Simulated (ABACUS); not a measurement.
Input and output of a self-consistent single point for P (Cm, 4 atoms in the cell; from Materials Project mp-157, changed as shown) (ABACUS).

Method: PBEsol, PseudoDojo 0.4 standard norm-conserving PBEsol (tails mended) pseudopotentials (plane waves; ABACUS).

The change in words: atom 3 moved by +0.04 angstrom along z. Reference geometry (Cmce):
```xyz
4
Lattice="1.6477 -5.4650 0.0000 1.6477 5.4650 0.0000 0.0000 0.0000 4.5436" Properties=species:S:1:pos:R:3 pbc="T T T"
P      1.6477     1.0478     4.1401
P      1.6477    -1.0478     0.4036
P      1.6477     4.4173     1.8683
P      1.6477    -4.4173     2.6754
```

Reference input (self-consistent single point, DFT, PBEsol, plane waves, PseudoDojo 0.4 standard norm-conserving PBEsol (tails mended) pseudopotentials): KPT = Gamma 8 8 6 0 0 0; basis_type = pw; ecutwfc = 44 Ry; smearing_method = gaussian; smearing_sigma = 0.00734986 Ry; potentials = PseudoDojo 0.4 standard norm-conserving PBEsol (tails mended); symmetry = 1; symmetry_prec = 1e-05; ks_solver = cg; scf_nmax = 100; scf_thr = 1.0e-09 Ry; mixing_type = broyden. This run's input differs from it in these lines:

```diff
@@ -39,3 +39,3 @@
    1.6477450000   -1.0477574688    0.4035661048 1 1 1
-   1.6477450000    4.4172825312    1.8682538952 1 1 1
+   1.6477450000    4.4172825312    1.9082561018 1 1 1
    1.6477450000   -4.4172825312    2.6753861048 1 1 1
```

Output (repeated stretches shortened):

```
 SELF-CONSISTENT
 -------------------------------------------
                                 init_chg = atomic

 PW ALGORITHM --------------- ION=   1  ELEC=   1--------------------------------
 Notice: Threshold on eigenvalues was too large.

 Density error is 0.0568716883912
                          Error Threshold = 0.000319009017234
 E_KohnSham     -55.3659514851       -753.2924153891
 E_Fermi        0.4841862681         6.5876921393

 PW ALGORITHM --------------- ION=   1  ELEC=   2--------------------------------

 Density error is 0.0197951907234
                          Error Threshold = 0.000284358441956
   [... lines left out ...]

 Density error is 1.62762567848e-09
                          Error Threshold = 2.14025780214e-11
 E_KohnSham     -55.3627677507       -753.2490984597
 E_Fermi        0.4994804549         6.7957802257

 PW ALGORITHM --------------- ION=   1  ELEC=  11--------------------------------

 Density error is 1.5926886429e-11
                          Error Threshold = 8.1381283924e-12
 E_KohnSham     -55.3627677510       -753.2490984639
 E_KS(sigma->0) -55.3627570148       -753.2489523912
 E_entropy(-TS) -0.0000214723        -0.0002921453
 E_Fermi        0.4994799808         6.7957737760
 charge density convergence is achieved
 final etot is -753.24909846 eV
 EFERMI = 6.795773776 eV

 STATE ENERGY(eV) AND OCCUPATIONS    NSPIN == 1
   [... 17 lines left out ...]

 TOTAL-FORCE (eV/Angstrom)
                        P1         0.0000000000         0.1592731874         0.3478709206
                        P2         0.0000000000        -0.1580952801         0.1301363634
                        P3         0.0000000000        -0.1569716760        -0.2461353120
                        P4         0.0000000000         0.1557937687        -0.2318719720

 TOTAL-STRESS (KBAR)
       -15.0514837831         0.0000000000         0.0000000000
        -0.0000000000        -0.2079927142         4.6468830911
         0.0000000000         4.6468830911       -16.0594529746
 TOTAL-PRESSURE: -10.439643 KBAR

 --------------------------------------------
 !FINAL_ETOT_IS -753.2490984638707232 eV
 --------------------------------------------
```

The run converged in 11 iterations. Against the reference run the free energy hardly moves (within 1 meV/atom), the pressure goes from -0.64 to -1.04 GPa and the largest force goes from 0.297 to 0.383 eV/Å.

The structure comes from a collection of computed structures, made at another level of theory; the collection holds predicted forms beside known ones. No clean gap shows at this smearing width and mesh (spacing up to 0.25 Å⁻¹); the mesh is coarse for partly filled bands, so the values carry mesh errors.

Cost on one core: around 8 core-minutes (rough).

“Tails mended”: in these copies of the files the far tail of each local potential was reset to the Coulomb form.
